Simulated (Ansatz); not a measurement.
GePd₂:
```cif
data_Ge3Pd6
_chemical_formula_sum 'Ge3 Pd6'
_space_group_name_H-M_alt 'P 1'
_space_group_IT_number 1
_cell_length_a 6.70548
_cell_length_b 6.70548
_cell_length_c 3.47980
_cell_angle_alpha 90.000
_cell_angle_beta 90.000
_cell_angle_gamma 120.000
loop_
_space_group_symop_operation_xyz
  'x, y, z'
loop_
_atom_site_label
_atom_site_type_symbol
_atom_site_fract_x
_atom_site_fract_y
_atom_site_fract_z
_atom_site_occupancy
Ge1 Ge 0.66667 0.33333 0.00000 1
Ge2 Ge 0.33333 0.66667 0.00000 1
Ge3 Ge 0.00000 0.00000 0.50000 1
Pd1 Pd 0.60781 0.00000 0.50000 1
Pd2 Pd 0.39219 0.39219 0.50000 1
Pd3 Pd 0.00000 0.60781 0.50000 1
Pd4 Pd 0.00000 0.26838 0.00000 1
Pd5 Pd 0.26838 0.00000 0.00000 1
Pd6 Pd 0.73162 0.73162 0.00000 1
```

Relaxed with r²SCAN.

**Question.** Which orbitals make up the states near the Fermi level in the program Ansatz at the r²SCAN level (PAW)?

**Answer.** Within 0.5 eV of the Fermi level: Pd 4d 43 %, Ge 4p 41 %, Ge 4s 7 %, outside the projected shells 7 %. Projections are on Löwdin-orthogonalised atomic valence shells; empty p or d shells of many metals are not among them.

**Question.** Tabulate the density of states.

**Answer.** States/eV per cell of 9 atoms, in 0.25 eV bins, energy from the Fermi level.

| E (eV) | total | Pd 4d | Ge 4p | Ge 4s |
|---|---|---|---|---|
| -7.85 | 0.00 | 0.00 | 0.00 | 0.00 |
| -7.60 | 0.00 | 0.00 | 0.00 | 0.00 |
| -7.35 | 0.00 | 0.00 | 0.00 | 0.00 |
| -7.10 | 0.00 | 0.00 | 0.00 | 0.00 |
| -6.85 | 0.00 | 0.00 | 0.00 | 0.00 |
| -6.60 | 1.39 | 0.63 | 0.67 | 0.01 |
| -6.35 | 5.02 | 2.32 | 2.38 | 0.03 |
| -6.10 | 6.04 | 2.96 | 2.74 | 0.04 |
| -5.85 | 7.66 | 4.21 | 3.11 | 0.04 |
| -5.60 | 4.07 | 2.50 | 1.43 | 0.02 |
| -5.35 | 6.27 | 4.39 | 1.73 | 0.02 |
| -5.10 | 12.08 | 9.11 | 2.75 | 0.05 |
| -4.85 | 12.31 | 9.59 | 2.54 | 0.03 |
| -4.60 | 12.96 | 10.27 | 2.46 | 0.06 |
| -4.35 | 14.09 | 12.84 | 1.00 | 0.08 |
| -4.10 | 14.54 | 13.08 | 1.06 | 0.15 |
| -3.85 | 13.50 | 12.02 | 1.09 | 0.14 |
| -3.60 | 16.15 | 14.55 | 1.16 | 0.14 |
| -3.35 | 11.77 | 10.58 | 0.91 | 0.08 |
| -3.10 | 13.19 | 11.81 | 1.07 | 0.09 |
| -2.85 | 9.15 | 8.44 | 0.52 | 0.07 |
| -2.60 | 11.40 | 10.90 | 0.34 | 0.06 |
| -2.35 | 18.20 | 17.35 | 0.58 | 0.10 |
| -2.10 | 25.86 | 24.79 | 0.60 | 0.21 |
| -1.85 | 10.24 | 9.54 | 0.42 | 0.14 |
| -1.60 | 12.37 | 11.40 | 0.60 | 0.19 |
| -1.35 | 7.48 | 5.99 | 1.04 | 0.22 |
| -1.10 | 5.57 | 3.65 | 1.36 | 0.27 |
| -0.85 | 4.07 | 2.32 | 1.26 | 0.23 |
| -0.60 | 3.63 | 1.83 | 1.28 | 0.24 |
| -0.35 | 3.17 | 1.46 | 1.22 | 0.22 |
| -0.10 | 2.07 | 0.88 | 0.87 | 0.14 |
| 0.15 | 1.69 | 0.67 | 0.77 | 0.11 |
| 0.40 | 1.27 | 0.51 | 0.58 | 0.10 |
| 0.65 | 1.45 | 0.57 | 0.67 | 0.11 |
| 0.90 | 2.09 | 0.81 | 0.98 | 0.16 |
| 1.15 | 3.95 | 1.51 | 1.85 | 0.33 |
| 1.40 | 3.28 | 1.15 | 1.64 | 0.26 |
| 1.65 | 3.90 | 1.24 | 2.02 | 0.31 |
| 1.90 | 3.90 | 1.19 | 2.01 | 0.36 |
| 2.15 | 2.85 | 0.79 | 1.56 | 0.23 |
| 2.40 | 2.80 | 0.73 | 1.58 | 0.18 |
| 2.65 | 2.93 | 0.71 | 1.72 | 0.12 |
| 2.90 | 4.46 | 1.04 | 2.69 | 0.11 |
| 3.15 | 3.68 | 0.83 | 2.30 | 0.08 |
| 3.40 | 2.93 | 0.63 | 1.89 | 0.05 |
| 3.65 | 2.02 | 0.39 | 1.25 | 0.04 |
| 3.90 | 1.60 | 0.27 | 0.95 | 0.03 |
| 4.15 | 2.08 | 0.27 | 0.94 | 0.03 |
| 4.40 | 2.37 | 0.20 | 0.70 | 0.03 |
| 4.65 | 1.45 | 0.11 | 0.46 | 0.02 |

Space group P-62m. The first step of the workflow began from a Materials Project structure, measured or hypothetical; the Crystallography Open Database copy checked does not list it. Whether it is the stable phase at ambient conditions was not checked. The r²SCAN relaxation kept the symmetry of its start; its stability against distortions is not shown here. No spin polarisation was allowed. Scalar-relativistic: spin–orbit coupling is off unless named, which matters more the heavier the elements.

Potentials: the earlier of the program's two PAW sets.
